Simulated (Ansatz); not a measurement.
One stationary structure of GaN. Space group P6₃/mmc (No. 194), AFLOW prototype AB_hP8_194_ad_f (B_i, as in TiAs). These are PBEsol (plane waves to 420 eV, PAW, scalar-relativistic; Ansatz, a first-principles code) values and carry that method's errors.

```xyz
8
Lattice="2.9784 0.0000 0.0000 -1.4892 2.5794 0.0000 0.0000 0.0000 9.9121" Properties=species:S:1:pos:R:3 pbc="T T T"
Ga     0.0000     1.7196     1.2180
Ga     1.4892     0.8598     6.1741
Ga     1.4892     0.8598     8.6941
Ga     0.0000     1.7196     3.7380
N      0.0000     0.0000     0.0000
N      0.0000     0.0000     4.9561
N      0.0000     1.7196     7.4341
N      1.4892     0.8598     2.4780
```

Predict the band gap from PBEsol.

1.19 eV, indirect (valence top at k = (0, 0.1538, 0), conduction bottom at M) (no spin-orbit coupling).

Estimate the smallest direct gap that PBEsol returns for this input.

1.42 eV at M.

No spin polarisation in the result.

The run could not lose the symmetry of its start.

The first start was generated by placing the elements on the sites of a structure type. Materials Project lists a structure of GaN in the same space group, P6₃/mmc (No. 194); the sites were not compared with it, nor with measured phases. Known forms of GaN include space group No. 186, 216.
